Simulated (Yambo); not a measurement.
# AgCl: sweep of GW parameters

G0W0@LDA for AgCl (rock salt, space group Fm-3m, No. 225) in Yambo. Reference settings: 4×4×4 Γ-centred k mesh, bands 5 to 100 and a 10 Ry block in the screening, 100 bands in G with the Bruneval-Gonze terminator, plasmon pole fitted at 27.2 eV. The LDA gap L → Γ on this mesh is 0.63 eV; G0W0 gaps are taken between the same points.

| change from the reference | G0W0 gap L → Γ (eV) | shift of the valence edge (eV) | rough Yambo cost |
|---|---|---|---|
| reference settings | 2.31 | -1.09 | 1 |
| 55 bands in W, 55 bands in G | 2.36 | -1.00 | about 1/2 |
| 24 bands in W, 24 bands in G, 2 Ry block | 2.71 | -0.85 | about 1/5 |
| 24 bands in W, 24 bands in G, 8 Ry block | 2.70 | -0.81 | about 1/5 |
| 38 bands in W, 38 bands in G, 8 Ry block | 2.44 | -0.91 | about 1/4 |
| 55 bands in W, 55 bands in G, 2 Ry block | 2.29 | -0.89 | about 1/3 |
| 76 bands in W, 76 bands in G, 6 Ry block | 2.27 | -0.94 | about 1/2 |
| 76 bands in W, 76 bands in G, 8 Ry block | 2.32 | -1.03 | within a factor of two |
| 2 Ry block | 2.23 | -0.92 | within a factor of two |
| 4 Ry block | 2.22 | -0.94 | within a factor of two |
| 2×2×2 mesh | 2.40 | -1.00 | about 1/9 |
| 55 bands in W, 55 bands in G, 4 Ry block, no terminator | 2.17 | -0.68 | about 1/3 |
| 38 bands in W, 38 bands in G, no terminator | 2.28 | -0.57 | about 1/3 |
| 76 bands in W, 76 bands in G, no terminator | 2.19 | -0.83 | within a factor of two |
| 76 bands in W, 76 bands in G, 4 Ry block, no terminator | 2.16 | -0.79 | within a factor of two |

The reference isn't shown to be the converged limit. Costs are rough (shared machines), scaled to the same edge states, and given only for runs that recompute the screening.

Spin-orbit splittings are left out.

Geometry relaxed with LDA; primitive cell a = b = c = 3.7866 Å, α = β = γ = 60.00°.

A shift is the quasiparticle energy of the state minus its LDA energy.
